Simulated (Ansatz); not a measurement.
CdI$_{2}$:
```
CELL_PARAMETERS angstrom
      4.24247     0.00000     0.00000
     -2.12124     3.67409     0.00000
      0.00000     0.00000     6.82394
ATOMIC_POSITIONS crystal
  Cd 0.00000 0.00000 0.00000
  I  0.33333 0.66667 0.25348
  I  0.66667 0.33333 0.74652
```

Relaxed with PBE+D3(BJ). Special points in fractions of this cell's reciprocal vectors: Γ (0.000, 0.000, 0.000); M (0.500, 0.000, 0.000); K (0.333, 0.333, 0.000); A (0.000, 0.000, 0.500); L (0.500, 0.000, 0.500); H (0.333, 0.333, 0.500).

Question: List the band energies nearest the valence-band maximum at these points for plane-wave PAW PBE+D3(BJ) (Ansatz code).

Answer: In eV from the valence-band maximum; about four levels below and three above (degenerate sets whole), none deeper than 8.9 eV; points with the same levels are listed once.

| k | below | above |
|---|---|---|
| Γ | -0.31 -0.31 -0.19 -0.19 -0.14 | 2.43 4.46 6.36 6.36 |
| M | -2.06 -1.53 -0.77 -0.14 | 2.65 4.97 5.87 |
| K | -2.15 -2.15 -1.94 -1.18 -1.18 | 2.59 6.96 6.96 |
| A | -0.46 -0.46 -0.02 -0.02 | 3.61 4.50 6.13 6.13 |
| L | -1.30 -1.22 -0.53 -0.50 | 2.33 4.88 5.78 |
| H | -2.69 -2.69 -2.33 -0.28 -0.28 | 3.41 5.46 5.46 |

Space group P-3m1 (CdI2 type). The cell was relaxed with PBE+D3(BJ) under the symmetry of its start; phonons on a q-mesh show no instability. Spin–orbit coupling is left out wherever it is not named.

Potentials: the later of the program's two PAW sets.
